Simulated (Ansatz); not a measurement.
Ru (hcp, Mg type)

```yaml
crystal:
  lattice:
    - [2.72216, 0.00000, 0.00000]
    - [-1.36108, 2.35746, 0.00000]
    - [0.00000, 0.00000, 4.29083]
  atoms:
    - { symbol: Ru, position: [0.33333, 0.66667, 0.75000] }
    - { symbol: Ru, position: [0.66667, 0.33333, 0.25000] }
```

The slice is a (0001) plane (indices of the conventional cell) through the point (0.333, 0.667, 0.750) (fractional), spanned by u = [110] and v = [1 -1 0] in vectors of this cell: u (2.72 Å) and v (4.71 Å, at 90° to u). It covers one period; positions are fractions (u, v).

These are PBE (plane waves to 420 eV, PAW, scalar-relativistic; Ansatz, an electronic-structure program) values and carry that method's errors. k mesh 20×20×11. Near the nuclei the fields are pseudised (PAW); where an atom keeps semicore shells as valence, they peak there. Ru is run without spin polarisation. Ru was relaxed with its symmetry unable to fall.

Three fields on this plane, each scaled to ten steps between its own extremes (0 low, 9 high; the total valence density on a logarithmic scale, the potential cut 8 eV below its top; x marks points blanked near nuclei; v = 0 in the bottom row):

Map A
```
|xxxxxxx15751xxxxxx|
|xxxxxxx26762xxxxxx|
|xxxxxx0478740xxxxx|
|xxxxxx2689862xxxxx|
|xxxxx157999751xxxx|
|xxxx14789998741xxx|
|002356788888765320|
|556677665556677665|
|888765320002356788|
|998741xxxxxxx14789|
|99851xxxxxxxxx1589|
|9862xxxxxxxxxxx268|
|8740xxxxxxxxxxx047|
|763xxxxxxxxxxxxx36|
|761xxxxxxxxxxxxx16|
|751xxxxxxxxxxxxx15|
|751xxxxxxxxxxxxx15|
|762xxxxxxxxxxxxx26|
|8740xxxxxxxxxxx047|
|9862xxxxxxxxxxx268|
|99751xxxxxxxxx1579|
|998741xxxxxxx14789|
|888765320002356788|
|556677665556677665|
|002356788888765320|
|xxxx14789998741xxx|
|xxxxx158999851xxxx|
|xxxxxx2689862xxxxx|
|xxxxxx0478740xxxxx|
|xxxxxxx36763xxxxxx|
|xxxxxxx16761xxxxxx|
|xxxxxxx15751xxxxxx|
```

Map B
```
|xxxxxxx74347xxxxxx|
|xxxxxxx63236xxxxxx|
|xxxxxx9521259xxxxx|
|xxxxxx7310137xxxxx|
|xxxxx842000248xxxx|
|xxxx75210001257xxx|
|987643211111234678|
|433333334443333333|
|111234678887643211|
|001257xxxxxxx75210|
|00148xxxxxxxxx8410|
|0137xxxxxxxxxxx731|
|1259xxxxxxxxxxx952|
|236xxxxxxxxxxxxx63|
|247xxxxxxxxxxxxx74|
|348xxxxxxxxxxxxx84|
|347xxxxxxxxxxxxx74|
|236xxxxxxxxxxxxx63|
|1259xxxxxxxxxxx952|
|0137xxxxxxxxxxx731|
|00248xxxxxxxxx8420|
|001257xxxxxxx75210|
|111234678987643211|
|443333333433333334|
|887643211111234678|
|xxxx75210001257xxx|
|xxxxx841000148xxxx|
|xxxxxx7310137xxxxx|
|xxxxxx9521259xxxxx|
|xxxxxxx63236xxxxxx|
|xxxxxxx74247xxxxxx|
|xxxxxxx84348xxxxxx|
```

Map C
```
|xxxxxxx13631xxxxxx|
|xxxxxxx03530xxxxxx|
|xxxxxx2035302xxxxx|
|xxxxxx0045400xxxxx|
|xxxxx102565201xxxx|
|xxxx22355655322xxx|
|322245554345554222|
|224676420002467642|
|678864211111246887|
|998532xxxxxxx23589|
|98522xxxxxxxxx2258|
|9731xxxxxxxxxxx137|
|8623xxxxxxxxxxx326|
|852xxxxxxxxxxxxx25|
|852xxxxxxxxxxxxx25|
|742xxxxxxxxxxxxx24|
|631xxxxxxxxxxxxx13|
|530xxxxxxxxxxxxx03|
|5302xxxxxxxxxxx203|
|5400xxxxxxxxxxx004|
|65201xxxxxxxxx1025|
|655322xxxxxxx22355|
|345554222322245554|
|002467642224676420|
|111246887678864211|
|xxxx23589998532xxx|
|xxxxx225898522xxxx|
|xxxxxx1379731xxxxx|
|xxxxxx3268623xxxxx|
|xxxxxxx25852xxxxxx|
|xxxxxxx25852xxxxxx|
|xxxxxxx24742xxxxxx|
```

Task: Assign the maps to these fields: electron localisation function (ELF); valence electron density; electrostatic potential energy of an electron, from the cell's mean.

Result: A is the electrostatic potential energy of an electron, from the cell's mean; B is the valence electron density; C is the electron localisation function (ELF).
